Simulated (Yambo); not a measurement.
Absorption of BaF2 (fluorite, space group Fm-3m, No. 225) under isotropic strain of +2 % on all lattice vectors with and without the electron-hole interaction (Yambo, PBEsol bands; 8×8×8 mesh, 6 valence and 3 conduction bands, static screening with 34 bands and a 4 Ry block, scissor 2.97 eV, Tamm-Dancoff; field along x).

```csv
E (eV),"Im ε, BSE","Im ε, independent quasiparticles"
7.58,0.11,0.02
7.68,0.13,0.02
7.78,0.16,0.02
7.88,0.20,0.02
7.98,0.26,0.02
8.08,0.34,0.02
8.18,0.48,0.02
8.28,0.74,0.02
8.38,1.25,0.03
8.48,2.33,0.03
8.58,3.51,0.03
8.68,2.85,0.03
8.78,2.15,0.04
8.88,1.79,0.04
8.98,1.22,0.04
9.08,0.96,0.05
9.18,0.97,0.05
9.28,0.94,0.06
9.38,0.85,0.07
9.48,0.98,0.09
9.58,1.37,0.12
9.68,2.01,0.15
9.78,2.30,0.18
9.88,2.10,0.26
9.98,1.87,0.40
10.08,1.77,0.48
10.18,2.04,0.41
10.28,2.36,0.39
10.39,2.61,0.45
10.49,3.05,0.56
10.59,3.08,0.70
10.69,2.38,0.85
10.79,1.69,0.91
10.89,1.36,0.88
10.99,1.17,0.89
11.09,1.08,1.02
11.19,0.96,1.11
11.29,0.87,1.12
11.39,0.81,1.08
11.49,0.77,1.12
11.59,0.63,1.39
11.69,0.58,1.68
11.79,0.57,1.74
11.89,0.58,1.72
11.99,0.55,1.84
12.09,0.49,2.31
12.19,0.43,2.95
12.29,0.38,3.16
12.39,0.36,3.39
12.49,0.32,3.83
```

The scissor comes from a G0W0 run whose convergence isn't established. Broadening 0.15 eV. The band window holds all transitions up to 12.5 eV. Fine structure above the onset can come from the mesh.

Geometry strained from the cell relaxed with PBEsol, atoms relaxed again; primitive cell a = b = c = 4.4227 Å, α = β = γ = 60.00°.
